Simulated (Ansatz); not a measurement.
Molecular dynamics on a 2×2×2 supercell (24 atoms) of PbF2 (Fm-3m), relaxed with r2SCAN+rVV10. Forces come from PBE in the plane-wave code Ansatz: a Nosé-Hoover thermostat at fixed volume, 1300 K, steps of 1.5 fs. Spin polarisation is off, nuclei are classical, and the run is far too short for thermal averages.

```yaml
crystal:
  lattice:
    - [0.0, 5.8916165671, 5.8916165671]
    - [5.8916165671, 0.0, 5.8916165671]
    - [5.8916165671, 5.8916165671, 0.0]
  atoms:
    - { symbol: Pb, position: [0.0, 0.0, 0.0] }
    - { symbol: F, position: [0.125, 0.125, 0.125] }
    - { symbol: F, position: [0.375, 0.375, 0.375] }
    - { symbol: Pb, position: [0.0, 0.0, 0.5] }
    - { symbol: F, position: [0.125, 0.125, 0.625] }
    - { symbol: F, position: [0.375, 0.375, 0.875] }
    - { symbol: Pb, position: [0.0, 0.5, 0.0] }
    - { symbol: F, position: [0.125, 0.625, 0.125] }
    - { symbol: F, position: [0.375, 0.875, 0.375] }
    - { symbol: Pb, position: [0.0, 0.5, 0.5] }
    - { symbol: F, position: [0.125, 0.625, 0.625] }
    - { symbol: F, position: [0.375, 0.875, 0.875] }
    - { symbol: Pb, position: [0.5, 0.0, 0.0] }
    - { symbol: F, position: [0.625, 0.125, 0.125] }
    - { symbol: F, position: [0.875, 0.375, 0.375] }
    - { symbol: Pb, position: [0.5, 0.0, 0.5] }
    - { symbol: F, position: [0.625, 0.125, 0.625] }
    - { symbol: F, position: [0.875, 0.375, 0.875] }
    - { symbol: Pb, position: [0.5, 0.5, 0.0] }
    - { symbol: F, position: [0.625, 0.625, 0.125] }
    - { symbol: F, position: [0.875, 0.875, 0.375] }
    - { symbol: Pb, position: [0.5, 0.5, 0.5] }
    - { symbol: F, position: [0.625, 0.625, 0.625] }
    - { symbol: F, position: [0.875, 0.875, 0.875] }
kpoints:
  mp_grid: { grid: [2, 2, 2] }
hamiltonian:
  xc: pbe
scf:
  occupations: { method: fermi_dirac, width: 0.112 }
md:
  ensemble: nvt_nose_hoover
  temperature: 1300
  timestep: 1.5
  n_steps: 30
  initial_velocities: maxwell_boltzmann
  seed: 321
```

Command: `ansatz run input.yaml --threads 4 --pin off --max-ram 3686MiB --backend cpu --events-out ev --progress --plain --runs-dir out`.

Question: What wall time did it need on 4 threads of Arm Neoverse V1, on a shared host, load about 0.9 per core, and how much host memory at the peak?

Answer: About 3.1 min, with a peak of 1.7 GiB.

Question: How do temperature and energy develop?

Answer: The temperature starts at 1300 K, is lowest at step 28 (400 K, 42 fs) and ends at 407 K. The thermostat hasn't had time to restore it. The atoms start on their lattice sites with kinetic energy alone, so much of it first passes into potential energy. By the last step the atoms have moved 0.33 Å in the root mean square, the drift of the whole cell taken out, 0.67 Å at most.
```
step  t (fs)  T (K)  free energy F from step 0 (meV/atom)  kinetic energy (meV/atom)  largest force (eV/Å)
   0       0   1300                                   0.0                      161.0                  0.00
   1     1.5   1296                                   0.4                      160.6                  0.10
   2       3   1286                                   1.7                      159.3                  0.20
   3     4.5   1269                                   3.9                      157.2                  0.29
   4       6   1245                                   6.8                      154.2                  0.39
   5     7.5   1216                                  10.5                      150.6                  0.48
   6       9   1181                                  14.8                      146.3                  0.58
   7    10.5   1141                                  19.7                      141.4                  0.67
   8      12   1097                                  25.2                      135.9                  0.77
   9    13.5   1050                                  31.1                      130.1                  0.87
  10      15   1000                                  37.4                      123.8                  0.97
  11    16.5    947                                  43.9                      117.4                  1.08
  12      18    894                                  50.6                      110.7                  1.18
  13    19.5    840                                  57.4                      104.1                  1.29
  14      21    786                                  64.1                       97.4                  1.38
  15    22.5    734                                  70.7                       90.9                  1.47
  16      24    684                                  77.0                       84.7                  1.55
  17    25.5    636                                  83.1                       78.8                  1.65
  18      27    592                                  88.7                       73.3                  1.74
  19    28.5    552                                  93.8                       68.3                  1.82
  20      30    516                                  98.3                       63.9                  1.87
  21    31.5    485                                 102.3                       60.1                  1.91
  22      33    459                                 105.7                       56.9                  1.93
  23    34.5    438                                 108.5                       54.3                  1.94
  24      36    422                                 110.6                       52.3                  1.92
  25    37.5    411                                 112.3                       50.9                  1.90
  26      39    403                                 113.4                       50.0                  1.86
  27    40.5    400                                 114.0                       49.5                  1.82
  28      42    400                                 114.3                       49.5                  1.77
  29    43.5    402                                 114.2                       49.8                  1.73
  30      45    407                                 113.9                       50.4                  1.68
```

Positions (Å) and forces (eV/Å) at step 30:
```
Pb  -0.003  -0.024  -0.038    -0.257  -0.483   1.226
F    1.307   1.453   1.206     0.551  -0.025   0.237
F    4.191   4.535   4.537     0.448  -0.031  -0.194
Pb   2.958   3.071  -0.059     0.494  -1.084  -0.293
F    4.257   4.373   1.348     0.396  -0.186   0.188
F    6.948   7.299   4.614     0.683   0.202  -0.828
Pb   3.109   0.069   2.977    -0.179   0.185  -0.601
F    4.534   1.575   4.772    -0.433  -0.164  -0.413
F    7.522   4.115   7.364    -0.675   0.757   0.070
Pb   5.955   2.888   3.002    -0.917   1.385   0.252
F    7.713   4.521   4.092    -0.851  -0.579   0.766
F   10.499   7.069   7.714    -0.129   0.031  -0.808
Pb   0.027   2.948   2.866    -0.141  -1.065   0.105
F    1.800   3.988   4.219    -0.720   0.544  -0.082
F    4.233   7.229   7.067    -0.033   0.063   0.342
Pb   2.829   5.922   2.964     1.249  -0.611  -0.093
F    4.152   7.231   4.350     0.073   0.234   0.301
F    7.384  10.178   7.466    -0.007   0.477  -0.138
Pb   2.859   3.014   5.952     0.158  -0.619  -0.093
F    4.259   4.323   7.248     0.285   0.443   0.867
F    7.002   6.989  10.048     0.303   0.541  -0.137
Pb   5.952   5.825   5.979    -1.114  -0.425  -0.777
F    6.707   7.570   7.223     1.138  -0.215   0.107
F   10.467  10.210  10.166    -0.323   0.622  -0.003
```
